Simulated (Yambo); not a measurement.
PdSO4 (space group C2/c, No. 15), G0W0@PBEsol in Yambo with this input:

```
rim_cut
gw0
dyson
el_el_corr
HF_and_locXC
ppa
em1d
RandQpts= 1000000
RandGvec= 1 Ry
EXXRLvcs= 84 Ry
VXCRLvcs= 336 Ry
Chimod= "HARTREE"
% BndsRnXp
 9 | 278 |
%
NGsBlkXp= 7 Ry
% LongDrXp
 1.0 | 1.0 | 1.0 |
%
PPAPntXp= 27.2114 eV
% GbndRnge
 1 | 278 |
%
GTermKind= "BG"
DysSolver= "n"
ExtendOut
```

On a 2×2×2 mesh, with wavefunctions cut at 84 Ry, the gap ((-0.5, -0.5, 0) → (-0.5, -0.5, 0)) is 2.792 eV and the valence edge shifts by -0.664 eV.

**Question.** What happens with this change: pole fitted at 15 eV?

**Answer.** The gap falls by 0.084 eV, to 2.708 eV; the shift of the valence edge becomes -0.586 eV. Neither run is shown to be the converged limit.

Spin-orbit coupling is not included.

Geometry of the Materials Project entry, not relaxed at this level; primitive cell a = 4.9132 Å, b = 4.9132 Å, c = 7.7776 Å, α = 98.14°, β = 98.14°, γ = 80.67°.

The structure is a Materials Project entry; no match was found in the copy of COD used, and its stability was not checked.

A shift is the quasiparticle energy of the state minus its PBEsol energy.
